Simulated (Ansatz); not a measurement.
Ansatz input file:

```yaml
crystal:
  lattice:
    - [-2.2688363965, 2.2688363965, 5.6474975609]
    - [2.2688363965, -2.2688363965, 5.6474975609]
    - [2.2688363965, 2.2688363965, -5.6474975609]
  atoms:
    - { symbol: Ba, position: [0.0, 0.0, 0.0] }
    - { symbol: Ag, position: [0.75, 0.25, 0.5] }
    - { symbol: Ag, position: [0.25, 0.75, 0.5] }
    - { symbol: As, position: [0.384216093, 0.384216093, 0.0] }
    - { symbol: As, position: [0.615783907, 0.615783907, 0.0] }
basis:
  ecutwfc: 420
kpoints:
  mp_grid: { grid: [12, 12, 12] }
hamiltonian:
  xc: pbe
scf:
  occupations: { method: gaussian, width: 0.1 }
output:
  forces: true
  stress: true
  eigenvalues: true
relax:
  adjacent_minimum: "off"
  f_tol: 0.01
  max_steps: 30
  cell: { stress_tol: 0.1, fix: [volume] }
```

Launched with
```bash
ansatz run input.yaml --threads 1 --pin off --max-ram 2560MiB --backend cpu --events-out ev --progress --plain --runs-dir out
```

These are results of DFT PBE, scalar-relativistic, plane waves, PAW (Ansatz 0.2.0), not measurements.

Part of what the program printed, abridged:

```
Pseudopotentials: kind: paw
Pseudopotential: Ba, paw, valence charge 10, recommended cutoff 420 eV (normal)
Pseudopotential: Ag, paw, valence charge 19, recommended cutoff 420 eV (normal)
Pseudopotential: As, paw, valence charge 15, recommended cutoff 420 eV (normal)
Functional definition: PBE
Crystal: 5 atoms, lattice volume = 116.285 Å³
Basis set: ecut = 420 eV, 2283 PW (Γ), FFT grids on a1+a3, a2+a3, a3, exchange–correlation on 64×64×90 points (8 copies of the dense FFT grid, shifted against one another)
Bands: 47, of which v1, the nominal top of the filled ones, is band 39 counted from 1 (38 counted from 0)
Symmetry: 16 space group operations
Space group: I4/mmm (ITA 139), of the structure as read, at distance tolerance 4.9e-5 Å
k-points: 163 of 1728
Initial density: superposition of atomic densities (neutral atoms: chi_scale 0, normalization atom), corrected by the library's trained network
Initial wavefunctions: pseudopotential atomic-orbital guess
Functional: x = pbe(κ = 0.804, μ = 0.21951497), c = pbe(β = 0.06672455)
SCF iter   1: F=—  HF=-30845.416534 eV  |F-HF|=—  |Δ(HF+E_count)|=         —  Δρ=2.01e-3  dr2=9.39e-3  ethr=1.77e-3  ⟨swp⟩=8.4  Hψ=31862  notcnv=0  defer=40
SCF iter   2: F=—  HF=-30845.416249 eV  |F-HF|=—  |Δ(HF+E_count)|=   2.85e-4  Δρ=8.72e-4  dr2=1.08e-3  ethr=1.20e-5  ⟨swp⟩=2.8  Hψ=14974  notcnv=0  defer=49
SCF iter   3: F=—  HF=-30845.416271 eV  |F-HF|=—  |Δ(HF+E_count)|=   2.13e-5  Δρ=4.45e-4  dr2=4.62e-4  ethr=1.39e-6  ⟨swp⟩=1.7  Hψ=8595  notcnv=0  defer=49
SCF iter   4: F=—  HF=-30845.416247 eV  |F-HF|=—  |Δ(HF+E_count)|=   2.42e-5  Δρ=1.42e-4  dr2=5.72e-5  ethr=5.93e-7  ⟨swp⟩=2.0  Hψ=11116  notcnv=0  defer=49
SCF iter   5: F=—  HF=-30845.416237 eV  |F-HF|=—  |Δ(HF+E_count)|=   9.14e-6  Δρ=6.86e-5  dr2=1.05e-5  ethr=7.33e-8  ⟨swp⟩=2.5  Hψ=12338  notcnv=0  defer=49
SCF iter   6: F=—  HF=-30845.416237 eV  |F-HF|=—  |Δ(HF+E_count)|=   3.62e-7  Δρ=3.06e-5  dr2=1.36e-6  ethr=1.35e-8  ⟨swp⟩=2.0  Hψ=12906  notcnv=0  defer=49
SCF iter   7: F=—  HF=-30845.416237 eV  |F-HF|=—  |Δ(HF+E_count)|=   1.19e-7  Δρ=9.65e-6  dr2=4.52e-7  ethr=1.74e-9  ⟨swp⟩=2.0  Hψ=13045  notcnv=0  defer=49
SCF iter   8: F=-30845.416237 eV  HF=-30845.416237 eV  |F-HF|=3.82e-8  |Δ(HF+E_count)|=   9.95e-8  Δρ=3.41e-6  dr2=5.32e-8  ethr=1.28e-10  ⟨swp⟩=9.4  Hψ=38874  notcnv=0
SCF 1 converged in 8 iterations: F = -30845.416237 eV  dr2 = 5.32e-8
relax step   1: F+E_penalty+E_count = -30845.41623680 eV  Δ(F+E_penalty+E_count) = +0.000e0 eV  max|allowed force component| = 1.534e-2 eV/Å  Δτ_max = 0.0000 Å  P = +1.872 GPa  Ω = 116.285 Å³  fix = [volume]  reactions: volume +1.872 GPa (8 SCF iters, dr2 threshold 1.00e-7 eV, accepted)
Initial density: handed on by an earlier stage of this run
Initial wavefunctions: those handed on with the density
SCF iter   1: F=—  HF=-30845.416314 eV  |F-HF|=—  |Δ(HF+E_count)|=         —  Δρ=8.79e-5  dr2=7.21e-6  ethr=1.49e-8  ⟨swp⟩=3.0  Hψ=39849  notcnv=0
SCF iter   2: F=—  HF=-30845.416312 eV  |F-HF|=—  |Δ(HF+E_count)|=   1.02e-6  Δρ=4.91e-5  dr2=3.05e-6  ethr=9.24e-9  ⟨swp⟩=1.3  Hψ=7974  notcnv=0
SCF iter   3: F=—  HF=-30845.416312 eV  |F-HF|=—  |Δ(HF+E_count)|=   2.87e-7  Δρ=1.46e-5  dr2=6.43e-7  ethr=3.91e-9  ⟨swp⟩=1.8  Hψ=8426  notcnv=0
SCF iter   4: F=—  HF=-30845.416312 eV  |F-HF|=—  |Δ(HF+E_count)|=   1.17e-7  Δρ=4.97e-6  dr2=9.13e-8  ethr=8.24e-10  ⟨swp⟩=2.0  Hψ=12618  notcnv=0
SCF iter   5: F=-30845.416312 eV  HF=-30845.416312 eV  |F-HF|=5.41e-9  |Δ(HF+E_count)|=   1.14e-8  Δρ=1.70e-6  dr2=6.18e-9  ethr=1.89e-11  ⟨swp⟩=4.1  Hψ=34959  notcnv=0
SCF 2 converged in 5 iterations: F = -30845.416312 eV  dr2 = 6.18e-9
relax step   2: F+E_penalty+E_count = -30845.41631207 eV  Δ(F+E_penalty+E_count) = -7.526e-5 eV  max|allowed force component| = 3.090e-4 eV/Å  Δτ_max = 0.0022 Å  P = +1.866 GPa  Ω = 116.285 Å³  energy of the carried Pulay correction = +2.136e-15 eV  fix = [volume]  reactions: volume +1.866 GPa (5 SCF iters, dr2 threshold 1.47e-8 eV, accepted)
Initial wavefunctions: pseudopotential atomic-orbital guess (no wavefunctions were taken with the density)
SCF iter   1: F=—  HF=-30845.416318 eV  |F-HF|=—  |Δ(HF+E_count)|=         —  Δρ=2.86e-6  dr2=7.75e-9  ethr=1.60e-6  ⟨swp⟩=3.2  Hψ=47589  notcnv=0
SCF iter   2: F=—  HF=-30845.416314 eV  |F-HF|=—  |Δ(HF+E_count)|=   3.50e-6  Δρ=1.54e-6  dr2=4.91e-9  ethr=9.93e-12  ⟨swp⟩=4.5  Hψ=25753  notcnv=0
SCF iter   3: F=—  HF=-30845.416314 eV  |F-HF|=—  |Δ(HF+E_count)|=  1.16e-10  Δρ=1.00e-6  dr2=2.85e-9  ethr=6.30e-12  ⟨swp⟩=1.1  Hψ=7672  notcnv=0
SCF iter   4: F=—  HF=-30845.416314 eV  |F-HF|=—  |Δ(HF+E_count)|=  8.73e-11  Δρ=4.30e-7  dr2=6.59e-10  ethr=3.65e-12  ⟨swp⟩=2.0  Hψ=11964  notcnv=0
SCF iter   5: F=-30845.416314 eV  HF=-30845.416314 eV  |F-HF|=3.64e-11  |Δ(HF+E_count)|=  8.73e-11  Δρ=2.08e-7  dr2=6.27e-11  ethr=1.00e-12  ⟨swp⟩=5.1  Hψ=34405  notcnv=0
SCF 3 converged in 5 iterations: F = -30845.416314 eV  dr2 = 6.27e-11
SCF converged after 5 iterations
Free energy (F): -30845.416314 eV
Harris-Foulkes:  -30845.416314 eV  (|F-HF|=3.64e-11)
Internal energy: -30845.405835 eV  (E = F + TS)
E sigma→0 (E₀):  -30845.411074 eV
Entropy (-TS):   -0.010479 eV (-2.096 meV/atom)
Fermi energy:    12.487998 eV
--- Per-component energies (eV) ---
  E_band       = -1079.820005
  E_kinetic    = 1430.680794
  E_local      = -10151.405563  (includes V_loc(G=0)·N_el)
  E_nonlocal   = -1123.535943
  E_hartree    = 4962.839487
  E_xc         = -697.526870
  E_vxc        = -765.718227  (∫ρ·V_xc dr)
  E_paw        = -16700.750752  (= ΣΔE_a)
  E_vpaw       = -395.520772  (= ΣTr[D̂ρ^β])
  E_aug_tail   = 0.000640  (compensation charges beyond the density's cutoff)
  E_ewald      = -8565.707628
  E_smearing   = -0.010479  (= −TS)
--- Forces (eV/Å), atoms counted from 1 ---
  atom   1  Ba     0.00000000     0.00000000     0.00000000
  atom   2  Ag     0.00000000     0.00000000     0.00000000
  atom   3  Ag     0.00000000     0.00000000     0.00000000
  atom   4  As     0.00000000     0.00000000     0.00029081
  atom   5  As     0.00000000     0.00000000    -0.00029081
--- Stress (GPa, compression-positive) ---
        1.851465       0.000000       0.000000
        0.000000       1.851465       0.000000
        0.000000       0.000000       1.895312
  P = ⅓ Tr σ = 1.8661 GPa (18.661 kbar)
--- Band table (eV; the first three rows and the last of 163) ---
  k-point 0: bands = ["-79.7941", "-79.7919", "-43.2850", "-43.2848", "-43.2848", "-43.2810", "-43.2628", "-43.2628", "-23.3142", "-23.2600", "-23.2600", "-23.2478", "-23.2386", "-23.2386", "-23.1541", "-23.1535", "-23.1522", "-23.1511", "-15.3871", "-0.7828", "-0.6081", "-0.6081", "0.2503", "2.4470", "6.1217", "6.9898", "6.9898", "7.0168", "7.5997", "7.8248", "7.8248", "8.0346", "8.2744", "8.3667", "8.7699", "10.5207", "10.5207", "11.7828", "11.7828", "12.6878", "13.7739", "14.7134", "15.4863", "15.9612", "16.2489", "16.8451", "17.9632"]
  k-point 1: bands = ["-79.7941", "-79.7919", "-43.2850", "-43.2848", "-43.2832", "-43.2811", "-43.2644", "-43.2626", "-23.3142", "-23.2600", "-23.2600", "-23.2478", "-23.2387", "-23.2386", "-23.1541", "-23.1535", "-23.1521", "-23.1511", "-15.3850", "-0.7716", "-0.7388", "-0.6248", "0.4310", "2.4315", "6.2056", "6.8985", "7.0355", "7.0955", "7.5009", "7.8218", "7.9349", "8.0144", "8.2335", "8.3391", "8.6280", "10.3794", "10.5822", "11.3916", "11.4667", "13.1942", "14.0663", "15.1105", "15.2810", "16.1704", "16.4514", "16.4534", "17.9676"]
  k-point 2: bands = ["-79.7939", "-79.7921", "-43.2854", "-43.2845", "-43.2815", "-43.2789", "-43.2688", "-43.2623", "-23.3142", "-23.2601", "-23.2600", "-23.2478", "-23.2387", "-23.2386", "-23.1540", "-23.1535", "-23.1521", "-23.1511", "-15.3795", "-0.9321", "-0.7430", "-0.6703", "0.7386", "2.3970", "6.4042", "6.7842", "7.1652", "7.2395", "7.3968", "7.7836", "7.9587", "8.0714", "8.1273", "8.2428", "8.2743", "10.1349", "10.6855", "10.8719", "11.0507", "14.1528", "14.3100", "14.9957", "15.5059", "16.0510", "16.2925", "17.5180", "17.9007"]
  k-point 162: bands = ["-79.7941", "-79.7919", "-43.2850", "-43.2848", "-43.2848", "-43.2810", "-43.2628", "-43.2628", "-23.3142", "-23.2601", "-23.2601", "-23.2478", "-23.2386", "-23.2386", "-23.1544", "-23.1533", "-23.1519", "-23.1512", "-15.3861", "-0.9382", "-0.6038", "-0.6038", "0.5972", "2.0468", "6.3915", "6.9377", "6.9377", "7.0214", "7.2080", "7.7426", "7.7426", "7.9281", "8.2746", "8.7698", "10.3130", "10.3130", "10.7212", "11.3271", "12.6663", "13.1579", "13.1579", "14.0331", "15.8587", "15.8917", "16.3901", "16.3901", "16.5621"]
--- Relaxed structure (2 steps of the walk, 2 accepted, 1 SCFs on fresh bases) ---
  F+E_penalty+E_count = -30845.41631419 eV   max|allowed force component| = 2.908e-4 eV/Å   (the final SCF, on the basis selected at the relaxed cell)
  cell:  # Å, volume = 116.2847 Å³
    - [-2.26770830, 2.26770830, 5.65311775]
    - [2.26770830, -2.26770830, 5.65311775]
    - [2.26770830, 2.26770830, -5.65311775]
  atoms:
    - { symbol: Ba, position: [0.0, 0.0, 0.0] }
    - { symbol: Ag, position: [0.75000000, 0.24999999, 0.50000000] }
    - { symbol: Ag, position: [0.24999999, 0.75000000, 0.50000000] }
    - { symbol: As, position: [0.38441229, 0.38441229, 0.0] }
    - { symbol: As, position: [0.61558770, 0.61558770, 0.0] }
```

The relaxation met its thresholds.

It took 2.6 min on 1 thread of Arm Neoverse V1 (shared host), peak memory 0.84 GiB.